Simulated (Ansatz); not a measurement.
Is this SrC8 structure stable?

The cell was found from a structure generator's guess, not taken from experiment.

Method: DFT PBE+D3(BJ), scalar-relativistic, plane waves, PAW (Ansatz 0.2.0). Settings of the last relaxation (9-atom cell): 420 eV, 12×12×8 k points, Gaussian smearing of 0.10 eV, no spin polarisation.

```xyz
9
Lattice="4.9854 0.0000 0.0000 -2.4927 4.3174 0.0000 0.0000 0.0000 4.8322" Properties=species:S:1:pos:R:3 pbc="T T T"
Sr    0.0000    0.0000    2.4161
C     0.0000    2.8783    0.0000
C     1.2507    0.7221    0.0000
C     2.4927    2.8732    0.0000
C     3.7346    0.7221    0.0000
C    -1.2419    3.5953    0.0000
C     0.0000    1.4442    0.0000
C     1.2419    3.5953    0.0000
C     2.4927    1.4391    0.0000
```

Energies over the elements count from the elements' standard structures at the same level, with no fitted energy shifts.

Question: These tests were run: energy against the elements; random kick, then relaxation without symmetry; phonons on a 2×2×2 q mesh. What do they show?

Answer:

```json
{"test": "energy against the elements", "result": "−0.03 eV/atom"}
{"test": "random kick, then relaxation without symmetry", "result": "returns"}
{"test": "phonons on a 2×2×2 q mesh", "result": "imaginary modes down to 24i cm⁻¹"}
```

It fails none of these tests outright. Other phases of the system weren't compared here, so this isn't yet thermodynamic stability. Undecided within the accuracy: energy against the elements and phonons on a 2×2×2 q mesh.

The k mesh leaves some 4 meV/atom of noise in the energy of each metallic cell. The kick test ran on a coarse mesh. The run for the phonons used a 12×12×8 k mesh and Fermi–Dirac smearing of 0.15 eV.
